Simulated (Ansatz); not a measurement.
## Symmetry broken, then relaxed in Rh

Level of theory: DFT LDA, scalar-relativistic, plane waves, PAW (Ansatz 0.2.0). The runs took a 420 eV cutoff, a Γ-centred 12×12×8 mesh and Gaussian smearing (0.15 eV). No spin polarisation. Energies are free energies at this smearing, counted from the undisturbed cell; pressure is positive in compression.

Zero of the scan (relaxed at this level; this form isn't the usual structure):

```xyz
2
Lattice="2.6700 0.0000 0.0000 -1.3350 2.3123 0.0000 0.0000 0.0000 4.2989" Properties=species:S:1:pos:R:3 pbc="T T T"
Rh    1.3350    0.7708    3.2242
Rh    0.0000    1.5415    1.0747
```

The atoms are displaced (Å, in the unstrained cell):

| atom | ux | uy | uz |
| --- | --- | --- | --- |
| Rh1 | -0.012 | 0.001 | 0.002 |
| Rh2 | 0.012 | -0.001 | -0.002 |

Cell and atoms are then relaxed.

**Question.** Does the relaxation return to the undisturbed structure?

**Answer.** Yes (up to a choice of domain or origin): same space group and volume, and an energy -0.1 meV/atom from it. The disturbance itself cost 0.8 meV/atom. The final space group reads P6_3/mmc (tolerance 0.05 Å) and the volume changes by 0.02 %.

Final structure:

```yaml
crystal:
  lattice:
    - [2.66730, 0.00015, 0.00003]
    - [-1.33352, 2.30988, -0.00002]
    - [0.00005, 0.00000, 4.30854]
  atoms:
    - { symbol: Rh, position: [0.66670, 0.33333, 0.75000] }
    - { symbol: Rh, position: [0.33330, 0.66667, 0.25000] }
```

The relaxation, step by step (energy from the first step; small jumps at an unchanged geometry come where the plane waves are selected anew for the new cell):

```
step  ΔE (meV/atom) largest force component (eV/Å) pressure (GPa)
   1            0.0                           0.118            0.17
   2           -0.8                           0.010           -0.09
   3           -0.8                           0.001            0.04
   4           -0.8                           0.001            0.04
```

Frames along the relaxation (Å, eV/Å):

```xyz
2
Lattice="2.670 0.000 0.000 -1.335 2.312 0.000 0.000 0.000 4.299" Properties=species:S:1:pos:R:3:forces:R:3 pbc="T T T" step=1
Rh    1.323    0.771    3.226    0.118   -0.007   -0.042
Rh    0.012    1.541    1.073   -0.118    0.007    0.042
2
Lattice="2.668 -0.001 0.000 -1.335 2.311 0.000 0.000 0.000 4.308" Properties=species:S:1:pos:R:3:forces:R:3 pbc="T T T" step=2
Rh    1.335    0.770    3.231   -0.010   -0.001    0.002
Rh   -0.001    1.540    1.077    0.010    0.001   -0.002
2
Lattice="2.667 0.000 0.000 -1.334 2.310 0.000 0.000 0.000 4.309" Properties=species:S:1:pos:R:3:forces:R:3 pbc="T T T" step=3
Rh    1.334    0.770    3.231   -0.001    0.000    0.000
Rh    0.000    1.540    1.077    0.001    0.000    0.000
2
Lattice="2.667 0.000 0.000 -1.334 2.310 0.000 0.000 0.000 4.309" Properties=species:S:1:pos:R:3:forces:R:3 pbc="T T T" step=4
Rh    1.334    0.770    3.231   -0.001    0.000    0.000
Rh    0.000    1.540    1.077    0.001    0.000    0.000
```

Cost: 3 runs of about 1.5 core-minutes in all, on Arm Neoverse V1 (shared hosts).